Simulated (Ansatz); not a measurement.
RbNb6S8: Coordination and S-33 quadrupole coupling

Cell: a Materials Project structure (computed, not necessarily an observed phase), taken as it stands.

Space group P-3 (No. 147); a = 9.7900, c = 3.4094 Å, γ = 120.00°.

| site | Wyckoff | site symmetry | x | y | z |
| --- | --- | --- | --- | --- | --- |
| Rb | 1b | -3.. | 0.0000 | 0.0000 | 0.5000 |
| Nb | 6g | 1 | 0.3772 | 0.8910 | 0.7491 |
| S8 | 2d | 3.. | 0.6667 | 0.3333 | 0.7508 |
| S10 | 6g | 1 | 0.0592 | 0.7111 | 0.7525 |

One atom of each set is listed.

Method: Kohn–Sham DFT in Ansatz, PBE, plane waves and PAW, with spin–orbit coupling, 420 eV cutoff, Γ-centred 4×4×10 k-points, Fermi–Dirac smearing 0.05 eV.

Q(S-33) = -69.40 mb.

Question: Order the S environments from the weakest to the strongest quadrupole coupling.
A. S10: 4 Nb at 2.48–2.70 Å; also 1 Rb at 3.27 Å
B. S8: 6 Nb at 2.64 Å

Answer: A (3.10 MHz, η = 0.44), B (3.72 MHz, η = 0.00).

An axis of threefold or higher order runs through S8, so V_zz lies along it and η is zero.

The run finds no gap above 0.1 eV (a metal, or nearly one), so the gradients can move by 10 % or more with the k-mesh.
